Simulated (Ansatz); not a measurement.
PbS (rock salt)

```xyz
2
Lattice="0.0000 3.0045 3.0045 3.0045 0.0000 3.0045 3.0045 3.0045 0.0000" Properties=species:S:1:pos:R:3 pbc="T T T"
S      0.0000     0.0000     0.0000
Pb     3.0045     3.0045     3.0045
```

Level of theory: PBE (plane waves to 420 eV, PAW, scalar-relativistic; Ansatz, a quantum-chemistry and plane-wave program). Harmonic phonons by density-functional perturbation theory on a 10×10×10 k mesh, in cm⁻¹; i marks imaginary ones, q is in fractions of the reciprocal vectors of the cell shown, and the three acoustic modes at Γ are left out. The non-analytic (LO-TO) term is not included, so polar modes at Γ have their transverse values. The program warned that its band solver left a few bands short of their tolerance. PbS was relaxed with its symmetry unable to fall. Spin-orbit coupling is left out, though Pb is heavy.

**Question.** Is the structure dynamically stable at Γ, L = (0.5, 0.0, 0.0), X = (0.5, 0.5, 0.0)?

**Answer.** No imaginary mode at these points (lowest 36 cm⁻¹ at X = (0.5, 0.5, 0.0)); other wave vectors were not tested.

**Question.** Predict the phonon wavenumbers at Γ, L = (0.5, 0.0, 0.0), X = (0.5, 0.5, 0.0).

**Answer.** 
```json
[
 {"q": "Γ", "wavenumbers (cm⁻¹)": "41 (×3)"},
 {"q": "L = (0.5, 0.0, 0.0)", "wavenumbers (cm⁻¹)": "48 (×2), 103, 183 (×2), 226"},
 {"q": "X = (0.5, 0.5, 0.0)", "wavenumbers (cm⁻¹)": "36 (×2), 46, 84 (×2), 105"}
]
```
